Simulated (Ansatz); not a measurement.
Relaxed-ion elastic tensor of PbI2 (CdI2 type, space group No. 164) in GPa (Voigt order), LDA in the plane-wave PAW code Ansatz; density 6.52 g/cm³, 39.12 Å³ per atom.

```
      1     2     3     4     5     6
-  ----  ----  ----  ----  ----  ----
1  30.7  10.4  11.8  -4.4   0.0   0.0
2  10.4  30.7  11.8   4.4   0.0   0.0
3  11.8  11.8  23.0   0.0   0.0   0.0
4  -4.4   4.4   0.0   8.6   0.0   0.0
5   0.0   0.0   0.0   0.0   8.6  -4.4
6   0.0   0.0   0.0   0.0  -4.4  10.1
```

Problem. Is the crystal mechanically stable?

Solution. Yes: the smallest eigenvalue of C is 4.9 GPa.

Problem. Work out the Voigt, Reuss and Hill averages.

Solution. K_V = 16.9, K_R = 16.7, K_H = 16.8; G_V = 8.8, G_R = 7.1, G_H = 8.0 GPa.

Problem. Give Young's modulus, Poisson's ratio, Pugh's ratio and the universal anisotropy index.

Solution. E = 9KG/(3K + G) = 20.7 GPa; ν = 0.30; K/G = 2.11 (ductile by the Pugh limit of 1.75); A_U = 5G_V/G_R + K_V/K_R − 6 = 1.23.

Problem. Estimate the sound speeds and the Debye temperature.

Solution. v_l = √((K + 4G/3)/ρ) = 2050 m/s, v_t = √(G/ρ) = 1110 m/s, mean 1230 m/s; Θ = (h/k)(3n/4πV)^(1/3) v_m = 108 K.

Problem. How much does each axis shrink under pressure?

Solution. Linear compressibilities β_i = Σ_j S_ij (j = 1 to 3): x 17, y 17, z 26 per TPa.

Space group P-3m1 (CdI2 type). The LDA relaxation kept the symmetry of its start; of distortions, only those at the zone centre were tested. A crystal of weakly bound layers computed without a dispersion correction: the cell and the soft elastic constants depend strongly on that. Spin–orbit coupling is left out wherever it is not named.

Potentials: the later of the program's two PAW sets.
